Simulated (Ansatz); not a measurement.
## GdRu₃ in the AuCu3-type structure

Level of theory: DFT, PBE+U (U_eff = 6 eV on Gd 4f), scalar-relativistic, collinear spin; plane waves to 420 eV with PAW datasets (Ansatz 0.2.0), Γ-centred 8×8×8 mesh, 0.05 eV Gaussian smearing; PAW files: Ansatz's generated set soft_2.

```
CELL_PARAMETERS angstrom
4.06838 0.00000 0.00000
0.00000 4.06838 0.00000
0.00000 0.00000 4.06838
ATOMIC_POSITIONS crystal
Gd 0.00000 0.00000 0.00000
Ru 0.00000 0.50000 0.50000
Ru 0.50000 0.50000 0.00000
Ru 0.50000 0.00000 0.50000
```

The cell came from substitution into a structure type; no database entry of this phase was matched, which doesn't show that none exists.

The geometry is fixed. Moments are started on Gd in several ways. q is the propagation vector of an order in a doubled cell, in units of this cell's reciprocal vectors; doubled cells take an equivalent mesh or are counted from a ferromagnetic run in the same cell, unless said otherwise. Energies count from the first row, the state in which the cell was relaxed.

The starts:
- ferromagnetic
- no spin polarisation
- antiparallel, q = (0, 0, 1/2)
- antiparallel, q = (0, 1/2, 1/2)
- antiparallel, q = (1/2, 1/2, 1/2)

(1) Which start ends lowest?

Answer:

(1) Lowest: ferromagnetic.

```
                            start  largest typed moment (μB)  ΔE (meV/atom)  gap on the mesh (eV)  P (GPa)         final spin moments (μB)
                    ferromagnetic                      7.73*            0.0                 metal     -0.1               Gd 7.03; Ru -0.36
             no spin polarisation                       0.00         2497.4                 metal      0.0                            none
    antiparallel, q = (0, 0, 1/2)                      7.00*            4.5                 metal     -0.3  Gd 7.03, -7.03; Ru -0.31, 0.31
  antiparallel, q = (0, 1/2, 1/2)                      7.00*            5.0                 metal     -0.4                  Gd 7.02, -7.02
antiparallel, q = (1/2, 1/2, 1/2)                      7.00*            2.8                 metal     -0.4                  Gd 7.01, -7.01
```

A star marks runs that didn't start from the typed moments alone: they went on from the state of an earlier run.

The next distinct energy lies only 2.8 meV/atom above the lowest at one geometry; relaxing each state, or a finer mesh, could change the order.

The moments on the other atoms differ between rows, so the energies hold more than the order of the magnetic atoms.

The row without spin polarisation prices the pairing of the open shell's electrons, in one of several fillings that the shell can take under U, not a magnetic ordering energy.

Only orders that fit these small cells were tried, so the real crystal's order may be another.

Scalar-relativistic only: spin–orbit splittings of the heavy atoms' levels are missing. Site moments are of spin, integrated over atomic spheres.
